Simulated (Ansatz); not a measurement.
**Relaxing a structure of Mg3Sb2**

The start is a generated cell, Mg3Sb2 placed in the AFLOW prototype A2B3_tP10_127_g_ah (D5_a). Cell shape, volume and atoms are optimised at zero target pressure with r2SCAN (plane waves to 500 eV, PAW, scalar-relativistic; Ansatz, an electronic-structure program). First-step values are on the input's coarse k-mesh.

Ansatz input (later rounds restart from its end on a renewed k-mesh):
Ansatz 0.2 input:
```yaml
crystal:
  lattice:
    - [7.9058809, 0, 0]
    - [0, 7.9058809, 0]
    - [0, 0, 4.1919574]
  atoms:
    - { symbol: Mg, position: [0, 0, 0] }
    - { symbol: Mg, position: [0.5, 0.5, 0] }
    - { symbol: Mg, position: [0.1821, 0.6821, 0.5] }
    - { symbol: Mg, position: [0.6821, 0.8179, 0.5] }
    - { symbol: Mg, position: [0.3179, 0.1821, 0.5] }
    - { symbol: Mg, position: [0.8179, 0.3179, 0.5] }
    - { symbol: Sb, position: [0.3841, 0.8841, 0] }
    - { symbol: Sb, position: [0.8841, 0.6159, 0] }
    - { symbol: Sb, position: [0.1159, 0.3841, 0] }
    - { symbol: Sb, position: [0.6159, 0.1159, 0] }
basis: { ecutwfc: 500, ecutrho_ratio: 4, xc_grid: 4, fft_grid_basis: typed }
kpoints: { mp_grid: { grid: [4, 4, 8] } }
hamiltonian:
  xc: r2scan
  dispersion: none
  pseudopotentials: { kind: paw }
scf: { occupations: { method: fermi_dirac, width: 0.05 } }
relax: { f_tol: 0.01, max_steps: 100, cell: { stress_tol: 0.02 } }
output: { forces: true, stress: true }
```

Question: Which atoms feel the largest initial force, and how large is it?

Answer: 3.22 eV/Å, on Sb7, Sb8, Sb9, Sb10 (atoms numbered as listed).

Question: By how much does the energy per atom fall from start to end?

Answer: 0.24 eV/atom.

Question: How do the shortest distances between atoms change?

Answer: The closest pairs of elements (up to four, under 3.6 Å), start → end: Sb–Sb 2.59 → 3.82 Å; Mg–Sb 3.08 → 2.93 Å; Mg–Mg 3.58 → 3.03 Å.

Question: Is the relaxed structure metallic? Give its gap.

Answer: No gap (metallic).

The space group stays P4/mbm (No. 127) (the run could not lower it), with 10 atoms in the primitive cell. Final values are on a 6×6×12 k-mesh of the relaxed cell. No spin polarisation in the result.

The run could not lower the symmetry of its start; a shaken copy of this end point relaxes with r2SCAN to P2₁ (No. 4), 0.24 eV/atom lower.

The relaxed structure here is a generated cell of Mg3Sb2: the first start was made by placing the elements on the sites of a structure type, and the end was not matched to a known phase here, so it may be hypothetical. Known forms of Mg3Sb2 include space group No. 164.
